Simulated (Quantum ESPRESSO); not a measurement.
## AlGa6InP8 (finding a planted mistake in a log)

Computed values, not a measurement. The program is pw.x of Quantum ESPRESSO 7.5 (plane-wave density functional theory). The cell is made up: 16 atoms on a doubled zincblende/diamond lattice, with randomly drawn elements, strain and displacements, not relaxed. PseudoDojo standard norm-conserving files (v0.5 for PBE, v0.4.1 for LDA and PBEsol) set the functional; there is no spin polarisation, spin-orbit coupling or dispersion term, and the masses in the input are unused placeholders.

Intended input:

```
&control calculation='scf', pseudo_dir='./dojo.nc.sr.pbe.v0_5.standard.upf', outdir='./o', disk_io='medium', tprnfor=.true., tstress=.true. /
&system ibrav=0, nat=16, ntyp=4, nbnd=73, ecutwfc=79.96652505, nosym=.true., tot_charge=0,
 occupations='smearing', smearing='fd', degauss=0.0018374661
/
&electrons conv_thr=7.350e-09, electron_maxstep=60, /
ATOMIC_SPECIES
Al 1.0 Al.upf
Ga 1.0 Ga.upf
In 1.0 In.upf
P 1.0 P.upf
CELL_PARAMETERS angstrom
5.7083 0.0055 0.0398
0.0055 5.7083 0.0245
0.0796 0.049 11.2218
ATOMIC_POSITIONS angstrom
Al 0.2076 0.111 0.1605
Ga 0.1513 2.8604 2.8266
Ga 2.7689 -0.0552 2.9295
Ga 2.8185 2.6798 0.093
Ga -0.0545 -0.0176 5.5798
In 0.0443 2.8641 8.4275
Ga 2.8258 -0.1064 8.452
Ga 2.9071 2.9682 5.776
P 1.3153 1.5359 1.5863
P 1.4406 4.1484 4.1069
P 4.3583 1.3479 4.247
P 4.3865 4.254 1.3715
P 1.4609 1.4847 6.9579
P 1.416 4.3559 9.9025
P 4.2141 1.5939 9.7672
P 4.3426 4.2758 7.0707
K_POINTS automatic
4 4 2 1 1 1
```

The log is shortened where brackets say so; the opening notice, blank lines, dates and the lines on written files are dropped, and the path of the files is cut. It prints rydbergs, bohrs and kilobars, and counts compression as positive stress.

Log of the intended run:

```
     Program PWSCF v.7.5
     Parallel version (MPI & OpenMP), running on       1 processor cores
     Number of MPI processes:                 1
     Threads/MPI process:                     1
     [start-up lines left out]
     bravais-lattice index     =            0
     lattice parameter (alat)  =      10.7874  a.u.
     unit-cell volume          =    2467.4179 (a.u.)^3
     number of atoms/cell      =           16
     number of atomic types    =            4
     number of electrons       =       134.00
     number of Kohn-Sham states=           73
     kinetic-energy cutoff     =      79.9665  Ry
     charge density cutoff     =     319.8661  Ry
     scf convergence threshold =      7.3E-09
     mixing beta               =       0.7000
     number of iterations used =            8  plain     mixing
     Exchange-correlation= PBE
                           (   1   4   3   4   0   0   0)
     [axes and pseudopotential details left out]
   Cartesian axes
     site n.     atom                  positions (alat units)
         1        Al     tau(   1) = (   0.0363672   0.0194449   0.0281163  )
         2        Ga     tau(   2) = (   0.0265046   0.5010825   0.4951614  )
         3        Ga     tau(   3) = (   0.4850536  -0.0096699   0.5131874  )
         4        Ga     tau(   4) = (   0.4937425   0.4694451   0.0162917  )
         5        Ga     tau(   5) = (  -0.0095473  -0.0030832   0.9774647  )
         6        In     tau(   6) = (   0.0077604   0.5017306   1.4763224  )
         7        Ga     tau(   7) = (   0.4950213  -0.0186391   1.4806143  )
         8        Ga     tau(   8) = (   0.5092634   0.5199668   1.0118349  )
         9        P      tau(   9) = (   0.2304132   0.2690577   0.2778867  )
        10        P      tau(  10) = (   0.2523631   0.7267133   0.7194433  )
        11        P      tau(  11) = (   0.7634834   0.2361240   0.7439859  )
        12        P      tau(  12) = (   0.7684234   0.7452122   0.2402582  )
        13        P      tau(  13) = (   0.2559192   0.2600885   1.2188791  )
        14        P      tau(  14) = (   0.2480537   0.7630629   1.7347117  )
        15        P      tau(  15) = (   0.7382225   0.2792181   1.7110099  )
        16        P      tau(  16) = (   0.7607330   0.7490311   1.2386393  )
     number of k points=    16  Fermi-Dirac smearing, width (Ry)=  0.0018
                       cart. coord. in units 2pi/alat
        k(    1) = (   0.1240065   0.1243439   0.1257505), wk =   0.1250000
        k(    2) = (   0.1257790   0.1254339  -0.1286129), wk =   0.1250000
     [further k points left out]
     Dense  grid:   238417 G-vectors     FFT dimensions: (  64,  64, 125)
     Estimated max dynamical RAM per process >     460.04 MB
     Initial potential from superposition of free atoms
     starting charge     133.9765, renormalised to     134.0000
     Starting wfcs are   99 randomized atomic wfcs
     total cpu time spent up to now is       47.8 secs
     per-process dynamical memory:   277.6 Mb
     Self-consistent Calculation
     iteration #  1     ecut=    79.97 Ry     beta= 0.70
     Davidson diagonalization with overlap
     ethr =  1.00E-02,  avg # of iterations =  3.4
     Threshold (ethr) on eigenvalues was too large:
     Diagonalizing with lowered threshold
     Davidson diagonalization with overlap
     ethr =  4.86E-04,  avg # of iterations =  2.0
     total cpu time spent up to now is      237.1 secs
     total energy              =   -1166.10476421 Ry
     estimated scf accuracy    <       0.66605650 Ry
     iteration #  2     ecut=    79.97 Ry     beta= 0.70
     Davidson diagonalization with overlap
     ethr =  4.97E-04,  avg # of iterations =  3.4
     total cpu time spent up to now is      335.0 secs
     total energy              =   -1166.25181400 Ry
     estimated scf accuracy    <       0.24687383 Ry
     [iterations 3 to 11 left out]
     iteration # 12     ecut=    79.97 Ry     beta= 0.70
     Davidson diagonalization with overlap
     ethr =  3.09E-11,  avg # of iterations =  3.1
     total cpu time spent up to now is     1217.4 secs
     total energy              =   -1166.31163265 Ry
     estimated scf accuracy    <          8.4E-09 Ry
     iteration # 13     ecut=    79.97 Ry     beta= 0.70
     Davidson diagonalization with overlap
     ethr =  6.26E-12,  avg # of iterations =  3.1
     total cpu time spent up to now is     1293.0 secs
     End of self-consistent calculation
     [lines on levels left out]
!    total energy              =   -1166.31163266 Ry
     estimated scf accuracy    <          7.4E-10 Ry
     smearing contrib. (-TS)   =      -0.00000000 Ry
     internal energy E=F+TS    =   -1166.31163266 Ry
     The total energy is F=E-TS. E is the sum of the following terms:
     one-electron contribution =    -596.32727897 Ry
     hartree contribution      =     391.46646726 Ry
     xc contribution           =    -326.02167447 Ry
     ewald contribution        =    -635.42914647 Ry
     convergence has been achieved in  13 iterations
     Forces acting on atoms (cartesian axes, Ry/au):
     atom    1 type  1   force =    -0.07238754   -0.02434501   -0.04325038
     atom    2 type  2   force =    -0.11770689    0.02380083    0.01688916
     atom    3 type  2   force =     0.04644910    0.01263248   -0.03305243
     atom    4 type  2   force =     0.00671358    0.05183865   -0.00199289
     atom    5 type  2   force =     0.02797957   -0.00414745   -0.00501848
     atom    6 type  3   force =     0.02397225    0.01125014    0.00412550
     atom    7 type  2   force =     0.01405467    0.03930053   -0.00615365
     atom    8 type  2   force =     0.00009127   -0.03362405   -0.05079694
     atom    9 type  4   force =     0.09457302   -0.06939196   -0.04983613
     atom   10 type  4   force =     0.01995531    0.04240030    0.09116202
     atom   11 type  4   force =    -0.03087441    0.03747357   -0.00592698
     atom   12 type  4   force =    -0.01992825    0.00731487    0.02561381
     atom   13 type  4   force =     0.02108456   -0.05826369   -0.00812675
     atom   14 type  4   force =     0.03616811    0.00861381    0.03478573
     atom   15 type  4   force =    -0.01721572   -0.09871073    0.05384546
     atom   16 type  4   force =    -0.03292864    0.05385770   -0.02226705
     Total force =     0.299594     Total SCF correction =     0.000075
     Computing stress (Cartesian axis) and pressure
          total   stress  (Ry/bohr**3)                   (kbar)     P=      -18.33
  -0.00016309   0.00001993  -0.00008703          -23.99        2.93      -12.80
   0.00001993  -0.00014211   0.00002526            2.93      -20.91        3.72
  -0.00008703   0.00002526  -0.00006868          -12.80        3.72      -10.10
     init_run     :     44.81s CPU     47.41s WALL (       1 calls)
     electrons    :   1208.39s CPU   1245.23s WALL (       1 calls)
     forces       :     16.82s CPU     17.06s WALL (       1 calls)
     stress       :     48.27s CPU     49.73s WALL (       1 calls)
     [timing details left out]
     PWSCF        :  21m58.87s CPU  22m40.87s WALL
     JOB DONE.
```

A second run was made from an input with one planted mistake. Its log:

```
     Program PWSCF v.7.5
     Parallel version (MPI & OpenMP), running on       1 processor cores
     Number of MPI processes:                 1
     Threads/MPI process:                     1
     [start-up lines left out]
     bravais-lattice index     =            0
     lattice parameter (alat)  =      10.7874  a.u.
     unit-cell volume          =    2467.4179 (a.u.)^3
     number of atoms/cell      =           16
     number of atomic types    =            4
     number of electrons       =       134.00
     number of Kohn-Sham states=           73
     kinetic-energy cutoff     =      79.9665  Ry
     charge density cutoff     =     319.8661  Ry
     scf convergence threshold =      7.3E-09
     mixing beta               =       0.7000
     number of iterations used =            8  plain     mixing
     Exchange-correlation= PBE
                           (   1   4   3   4   0   0   0)
     [axes and pseudopotential details left out]
   Cartesian axes
     site n.     atom                  positions (alat units)
         1        Al     tau(   1) = (   0.0363672   0.0194449   0.0281163  )
         2        Ga     tau(   2) = (   0.0265046   0.5010825   0.4951614  )
         3        Ga     tau(   3) = (   0.4850536  -0.0096699   0.5131874  )
         4        Ga     tau(   4) = (   0.4937425   0.4694451   0.0162917  )
         5        Ga     tau(   5) = (  -0.0095473  -0.0030832   0.9774647  )
         6        In     tau(   6) = (   0.0077604   0.5017306   1.4763224  )
         7        Ga     tau(   7) = (   0.4950213  -0.0186391   1.4806143  )
         8        Ga     tau(   8) = (   0.5092634   0.5199668   1.0118349  )
         9        P      tau(   9) = (   0.2304132   0.2690577   0.2778867  )
        10        P      tau(  10) = (   0.2523631   0.7267133   0.7194433  )
        11        P      tau(  11) = (   0.7634834   0.2361240   0.7439859  )
        12        P      tau(  12) = (   0.7684234   0.7452122   0.2402582  )
        13        P      tau(  13) = (   0.2559192   0.2600885   1.2188791  )
        14        P      tau(  14) = (   0.2480537   0.7630629   1.7347117  )
        15        P      tau(  15) = (   0.7382225   0.2792181   1.7110099  )
        16        P      tau(  16) = (   0.7607330   0.7490311   1.2386393  )
     number of k points=     1  Fermi-Dirac smearing, width (Ry)=  0.0018
                       cart. coord. in units 2pi/alat
        k(    1) = (  -0.4977985  -0.4984656  -0.2486385), wk =   2.0000000
     Dense  grid:   238417 G-vectors     FFT dimensions: (  64,  64, 125)
     Estimated max dynamical RAM per process >     460.04 MB
     Initial potential from superposition of free atoms
     starting charge     133.9765, renormalised to     134.0000
     Starting wfcs are   99 randomized atomic wfcs
     total cpu time spent up to now is        4.6 secs
     per-process dynamical memory:   275.6 Mb
     Self-consistent Calculation
     iteration #  1     ecut=    79.97 Ry     beta= 0.70
     Davidson diagonalization with overlap
     ethr =  1.00E-02,  avg # of iterations =  3.0
     Threshold (ethr) on eigenvalues was too large:
     Diagonalizing with lowered threshold
     Davidson diagonalization with overlap
     ethr =  5.98E-04,  avg # of iterations =  2.0
     total cpu time spent up to now is       14.3 secs
     total energy              =   -1165.72618226 Ry
     estimated scf accuracy    <       0.80735549 Ry
     iteration #  2     ecut=    79.97 Ry     beta= 0.70
     Davidson diagonalization with overlap
     ethr =  6.03E-04,  avg # of iterations =  3.0
     total cpu time spent up to now is       20.0 secs
     total energy              =   -1165.90340264 Ry
     estimated scf accuracy    <       0.29304583 Ry
     [iterations 3 to 11 left out]
     iteration # 12     ecut=    79.97 Ry     beta= 0.70
     Davidson diagonalization with overlap
     ethr =  9.82E-11,  avg # of iterations =  2.0
     total cpu time spent up to now is       68.9 secs
     total energy              =   -1165.97416483 Ry
     estimated scf accuracy    <       0.00000001 Ry
     iteration # 13     ecut=    79.97 Ry     beta= 0.70
     Davidson diagonalization with overlap
     ethr =  1.02E-11,  avg # of iterations =  4.0
     total cpu time spent up to now is       74.5 secs
     End of self-consistent calculation
     [lines on levels left out]
!    total energy              =   -1165.97416483 Ry
     estimated scf accuracy    <          5.2E-09 Ry
     smearing contrib. (-TS)   =      -0.00000000 Ry
     internal energy E=F+TS    =   -1165.97416483 Ry
     The total energy is F=E-TS. E is the sum of the following terms:
     one-electron contribution =    -596.25224721 Ry
     hartree contribution      =     391.87892414 Ry
     xc contribution           =    -326.17169528 Ry
     ewald contribution        =    -635.42914647 Ry
     convergence has been achieved in  13 iterations
     Forces acting on atoms (cartesian axes, Ry/au):
     atom    1 type  1   force =    -0.07670092   -0.02437759   -0.03900166
     atom    2 type  2   force =    -0.11815651    0.02357793    0.01606127
     atom    3 type  2   force =     0.04050057    0.01494995   -0.02710275
     atom    4 type  2   force =     0.00257021    0.05782255   -0.00307217
     atom    5 type  2   force =     0.03242454   -0.00519975   -0.00634600
     atom    6 type  3   force =     0.02525429    0.01284799    0.00391636
     atom    7 type  2   force =     0.01634703    0.04111251   -0.00461583
     atom    8 type  2   force =     0.00054448   -0.03494518   -0.04658565
     atom    9 type  4   force =     0.09874850   -0.07323406   -0.04746426
     atom   10 type  4   force =     0.02096758    0.04664811    0.08232958
     atom   11 type  4   force =    -0.03148898    0.03712369   -0.00210999
     atom   12 type  4   force =    -0.01956193    0.00718215    0.01717395
     atom   13 type  4   force =     0.02084009   -0.05928677   -0.01253831
     atom   14 type  4   force =     0.03675704    0.00600153    0.04002413
     atom   15 type  4   force =    -0.01614887   -0.10171774    0.05168124
     atom   16 type  4   force =    -0.03289712    0.05149469   -0.02234992
     Total force =     0.300849     Total SCF correction =     0.000326
     Computing stress (Cartesian axis) and pressure
          total   stress  (Ry/bohr**3)                   (kbar)     P=        0.59
  -0.00004195   0.00001112  -0.00009937           -6.17        1.64      -14.62
   0.00001112  -0.00001613   0.00003213            1.64       -2.37        4.73
  -0.00009937   0.00003213   0.00007011          -14.62        4.73       10.31
     init_run     :      4.15s CPU      4.41s WALL (       1 calls)
     electrons    :     67.19s CPU     69.94s WALL (       1 calls)
     forces       :      1.57s CPU      1.68s WALL (       1 calls)
     stress       :      3.11s CPU      3.34s WALL (       1 calls)
     [timing details left out]
     PWSCF        :   1m16.19s CPU   1m19.78s WALL
     JOB DONE.
```

Question: what was wrong in the second input?

Answer: the k-point mesh is too coarse. The input lines that differ, file-writing options aside:

```
- 4 4 2 1 1 1
+ 1 1 1 1 1 1
```

|  | intended run | run with the mistake |
| --- | --- | --- |
| free energy (eV) | -15868.478 | -15863.887 |
| smearing term -TS (eV) | 0.0000 | 0.0000 |
| pressure (GPa) | -1.83 | 0.06 |
| largest force component (eV/Å) | 3.026 | 3.038 |
| largest change of a force component (eV/Å) |  | 0.227 |
| iterations | 13 | 13 |

For scale, a rerun of the intended cell at a cutoff of 1377 eV and k mesh 6 x 6 x 4 moved values by no more than 0.020 eV in energy, 0.03 GPa in stress and 0.003 eV/Å in force.